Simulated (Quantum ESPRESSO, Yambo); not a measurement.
# Rb$_{2}$ScAgCl$_{6}$: DFT and GW levels

Rb2ScAgCl6 is modelled in the cubic space group Fm-3m (No. 225), Pearson symbol cF40. Conventional cell: a = b = c = 10.480 Å, α = β = γ = 90.00°. Cl on 24e has 1 Sc at 2.501 Å and 1 Ag at 2.739 Å and 4 Rb at 3.707 Å (octahedral). Sc on 4a sees 6 Cl at 2.501 Å (octahedral). Rb on 8c is surrounded by 12 Cl at 3.707 Å (cuboctahedral). Ag on 4b sees 6 Cl at 2.739 Å (octahedral). (Neighbours: up to the widest gap in distance over summed covalent radii, below 1.35, at either atom; cation-cation contacts left out.)
(The calculation used a cell of 10 atoms; values per cell refer to that cell.)

The geometry is that of Materials Project entry mp-1110795, symmetrised and not relaxed again.

Starting point: norm-conserving PBEsol (Quantum ESPRESSO, 82 Ry, scalar-relativistic). G0W0 in Yambo: 2×2×2 Γ-centred k mesh, bands 6 to 305 and a 6 Ry block in the screening, 305 bands in G with the Bruneval-Gonze terminator, plasmon pole fitted at 27.2 eV.

The PBEsol gap along the band path is 3.24 eV, the PBEsol gap between the mesh's edge points (L → X) is 3.24 eV and the G0W0 gap between the same points comes out as 6.07 eV. The PBEsol smallest direct gap on the mesh (at L) is 3.24 eV. The G0W0 direct gap at that point is 6.23 eV.

```
k point  band  E PBEsol (eV)  E QP (eV)  shift (eV)     Z
-------  ----  -------------  ---------  ----------  ----
Γ          VB          -0.47      -1.62       -1.15  0.79
Γ          CB           3.26       4.97        1.71  0.78
L          VB           0.00      -1.28       -1.28  0.80
L          CB           3.24       4.94        1.70  0.78
X          VB          -0.47      -1.62       -1.15  0.79
X          CB           3.24       4.79        1.55  0.81
```

Energies count from the PBEsol valence-band maximum.

Nearest settings tried, and what they do to the gap: 201 bands in G: +18 meV; 201 bands in W, 201 bands in G: +83 meV; 5 Ry block (387 vectors against 537): -2 meV. Not varied: mesh. So the settings aren't converged at that level. The k mesh is coarse.

Spin-orbit splittings are left out.

The structure is a Materials Project entry; no match was found in the copy of COD used, and its stability was not checked.
